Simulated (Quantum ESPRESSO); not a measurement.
# Ti4SnGaAlCu: input and log of a self-consistent run

Simulated, not a measurement. The program is pw.x of Quantum ESPRESSO 7.5 (plane-wave density functional theory). The cell is made up: eight metal atoms on a face-centred cubic lattice, with elements, volume, strain and displacements drawn at random and not relaxed, so it may be unstable or far from any real phase. PseudoDojo standard norm-conserving files set the functional (PBE unless stated); there is no spin polarisation or spin-orbit coupling, the Fermi-Dirac width of 0.25 eV means electrons at about 2900 K, and the masses in the input are unused placeholders. The copper pseudopotential is less sure than most, with forces differing by about three percent and pressure by about two GPa from a second method on plain copper. The tin pseudopotential is less sure than most, with forces differing by about three percent from a second method on plain tin. A spin test at this wide smearing found no moment, but such smearing suppresses magnetism that the real alloy may have.

Input:

```
&control calculation='scf', pseudo_dir='./dojo.nc.sr.pbe.v0_5.standard.upf', outdir='./o', disk_io='minimal', tprnfor=.true., tstress=.true. /
&system ibrav=0, nat=8, ntyp=5, nbnd=62, ecutwfc=92.02030273, nosym=.true., tot_charge=0,
 occupations='smearing', smearing='fd', degauss=0.0183746611
/
&electrons conv_thr=1.470e-08, electron_maxstep=70, mixing_beta=0.5 /
ATOMIC_SPECIES
Al 1.0 Al.upf
Cu 1.0 Cu.upf
Ga 1.0 Ga.upf
Sn 1.0 Sn.upf
Ti 1.0 Ti.upf
CELL_PARAMETERS angstrom
0.0 2.0013 2.0013
0.0 4.0026 -4.0026
-8.0051 -2.0013 2.0013
ATOMIC_POSITIONS angstrom
Ti 0.0217 0.0379 -0.0218
Ti -4.1053 -0.0242 -0.054
Sn 0.0489 1.9933 -2.0469
Ga -3.9793 2.0189 -1.8967
Al -6.0129 -0.0413 1.9643
Cu -2.0668 1.9315 -0.0059
Ti -6.0949 1.8656 0.0504
Ti -1.9704 3.9058 -1.9816
K_POINTS automatic
8 5 3 1 1 1
```

The log is shortened where brackets say so; the opening notice, blank lines, dates and the lines on written files are dropped, and the path of the files is cut. It prints rydbergs, bohrs and kilobars, and counts compression as positive stress. Its total energy is the free energy E - TS of the whole cell.

```
     Program PWSCF v.7.5
     Parallel version (MPI & OpenMP), running on       4 processor cores
     Number of MPI processes:                 4
     Threads/MPI process:                     1
     [start-up lines left out]
     bravais-lattice index     =            0
     lattice parameter (alat)  =       5.3484  a.u.
     unit-cell volume          =     865.4615 (a.u.)^3
     number of atoms/cell      =            8
     number of atomic types    =            5
     number of electrons       =        97.00
     number of Kohn-Sham states=           62
     kinetic-energy cutoff     =      92.0203  Ry
     charge density cutoff     =     368.0812  Ry
     scf convergence threshold =      1.5E-08
     mixing beta               =       0.5000
     number of iterations used =            8  plain     mixing
     Exchange-correlation= PBE
                           (   1   4   3   4   0   0   0)
     [axes and pseudopotential details left out]
   Cartesian axes
     site n.     atom                  positions (alat units)
         1        Ti     tau(   1) = (   0.0076671   0.0133910  -0.0077025  )
         2        Ti     tau(   2) = (  -1.4504999  -0.0085504  -0.0190795  )
         3        Sn     tau(   3) = (   0.0172775   0.7042802  -0.7232183  )
         4        Ga     tau(   4) = (  -1.4059811   0.7133253  -0.6701491  )
         5        Al     tau(   5) = (  -2.1245003  -0.0145923   0.6940338  )
         6        Cu     tau(   6) = (  -0.7302495   0.6824448  -0.0020846  )
         7        Ti     tau(   7) = (  -2.1534728   0.6591608   0.0178075  )
         8        Ti     tau(   8) = (  -0.6961891   1.3800118  -0.7001463  )
     number of k points=    60  Fermi-Dirac smearing, width (Ry)=  0.0184
                       cart. coord. in units 2pi/alat
        k(    1) = (  -0.0766042   0.0795495   0.0088388), wk =   0.0333333
        k(    2) = (   0.1591010   0.0795495   0.0088388), wk =   0.0333333
     [further k points left out]
     Dense  grid:   103321 G-vectors     FFT dimensions: (  36,  72, 100)
     Estimated max dynamical RAM per process >     354.36 MB
     Estimated total dynamical RAM >       1.31 GB
     Initial potential from superposition of free atoms
     starting charge      96.9867, renormalised to      97.0000
     Starting wfcs are   72 randomized atomic wfcs
     total cpu time spent up to now is       10.3 secs
     per-process dynamical memory:   285.5 Mb
     Self-consistent Calculation
     iteration #  1     ecut=    92.02 Ry     beta= 0.50
     Davidson diagonalization with overlap
     ethr =  1.00E-02,  avg # of iterations =  2.1
     total cpu time spent up to now is       32.1 secs
     total energy              =   -1144.62604088 Ry
     estimated scf accuracy    <      35.10051399 Ry
     iteration #  2     ecut=    92.02 Ry     beta= 0.50
     Davidson diagonalization with overlap
     ethr =  1.00E-02,  avg # of iterations =  5.3
     total cpu time spent up to now is       62.4 secs
     total energy              =   -1156.04010625 Ry
     estimated scf accuracy    <     201.73422151 Ry
     iteration #  3     ecut=    92.02 Ry     beta= 0.50
     Davidson diagonalization with overlap
     ethr =  1.00E-02,  avg # of iterations =  6.8
     total cpu time spent up to now is       92.0 secs
     total energy              =   -1169.88625540 Ry
     estimated scf accuracy    <      18.31188164 Ry
     iteration #  4     ecut=    92.02 Ry     beta= 0.50
     Davidson diagonalization with overlap
     ethr =  1.00E-02,  avg # of iterations =  2.1
     total cpu time spent up to now is      111.2 secs
     total energy              =   -1170.17041165 Ry
     estimated scf accuracy    <      14.59687976 Ry
     iteration #  5     ecut=    92.02 Ry     beta= 0.50
     Davidson diagonalization with overlap
     ethr =  1.00E-02,  avg # of iterations =  1.1
     total cpu time spent up to now is      127.9 secs
     total energy              =   -1169.95799582 Ry
     estimated scf accuracy    <       5.58815962 Ry
     [iterations 6 to 19 left out]
     iteration # 20     ecut=    92.02 Ry     beta= 0.50
     Davidson diagonalization with overlap
     ethr =  3.43E-08,  avg # of iterations =  1.1
     total cpu time spent up to now is      435.8 secs
     total energy              =   -1169.30892683 Ry
     estimated scf accuracy    <       0.00000670 Ry
     iteration # 21     ecut=    92.02 Ry     beta= 0.50
     Davidson diagonalization with overlap
     ethr =  6.91E-09,  avg # of iterations =  3.5
     total cpu time spent up to now is      456.4 secs
     total energy              =   -1169.30892774 Ry
     estimated scf accuracy    <       0.00000020 Ry
     iteration # 22     ecut=    92.02 Ry     beta= 0.50
     Davidson diagonalization with overlap
     ethr =  2.01E-10,  avg # of iterations =  6.5
     total cpu time spent up to now is      485.2 secs
     total energy              =   -1169.30892782 Ry
     estimated scf accuracy    <       0.00000014 Ry
     iteration # 23     ecut=    92.02 Ry     beta= 0.50
     Davidson diagonalization with overlap
     ethr =  1.43E-10,  avg # of iterations =  2.0
     total cpu time spent up to now is      503.9 secs
     total energy              =   -1169.30892784 Ry
     estimated scf accuracy    <       0.00000005 Ry
     iteration # 24     ecut=    92.02 Ry     beta= 0.50
     Davidson diagonalization with overlap
     ethr =  5.58E-11,  avg # of iterations =  1.0
     total cpu time spent up to now is      520.6 secs
     End of self-consistent calculation
     [lines on levels left out]
!    total energy              =   -1169.30892784 Ry
     estimated scf accuracy    <          1.8E-09 Ry
     smearing contrib. (-TS)   =      -0.11749798 Ry
     internal energy E=F+TS    =   -1169.19142987 Ry
     The total energy is F=E-TS. E is the sum of the following terms:
     one-electron contribution =    -588.22822705 Ry
     hartree contribution      =     348.26346691 Ry
     xc contribution           =    -205.14680664 Ry
     ewald contribution        =    -724.07986309 Ry
     convergence has been achieved in  24 iterations
     Forces acting on atoms (cartesian axes, Ry/au):
     atom    1 type  5   force =    -0.03997674   -0.02070314    0.00468179
     atom    2 type  5   force =     0.04652405   -0.01131456    0.00999292
     atom    3 type  4   force =    -0.06929143   -0.02660515    0.02064684
     atom    4 type  3   force =    -0.00321124   -0.00673642   -0.00637875
     atom    5 type  1   force =     0.03101318   -0.02629198    0.03364580
     atom    6 type  2   force =    -0.00185145   -0.00812362    0.01126665
     atom    7 type  5   force =     0.07227237    0.07545003   -0.06266466
     atom    8 type  5   force =    -0.03547874    0.02432485   -0.01119060
     Total force =     0.173991     Total SCF correction =     0.000244
     Computing stress (Cartesian axis) and pressure
          total   stress  (Ry/bohr**3)                   (kbar)     P=      106.63
   0.00066720   0.00000238   0.00002413           98.15        0.35        3.55
   0.00000238   0.00077409   0.00020485            0.35      113.87       30.13
   0.00002413   0.00020485   0.00073333            3.55       30.13      107.88
     init_run     :      9.50s CPU      9.83s WALL (       1 calls)
     electrons    :    508.79s CPU    510.35s WALL (       1 calls)
     forces       :      2.60s CPU      2.62s WALL (       1 calls)
     stress       :      9.18s CPU      9.18s WALL (       1 calls)
     [timing details left out]
     PWSCF        :   8m50.66s CPU   8m52.60s WALL
     JOB DONE.
```

In other units: free energy -15909.258 eV for the cell, pressure 10.66 GPa, largest force component 1.940 eV/Å in size. The run took 534 s of wall time with four MPI processes on a shared machine (Intel Xeon, older, virtual cores), so the time is rough. A rerun of this cell at a higher cutoff and on a denser mesh moved values by no more than 0.002 eV in energy, 0.09 GPa in stress and 0.008 eV/Å in force, and a second program with other atomic files agreed on that cell to 2 % rms in force and 0.5 GPa in pressure.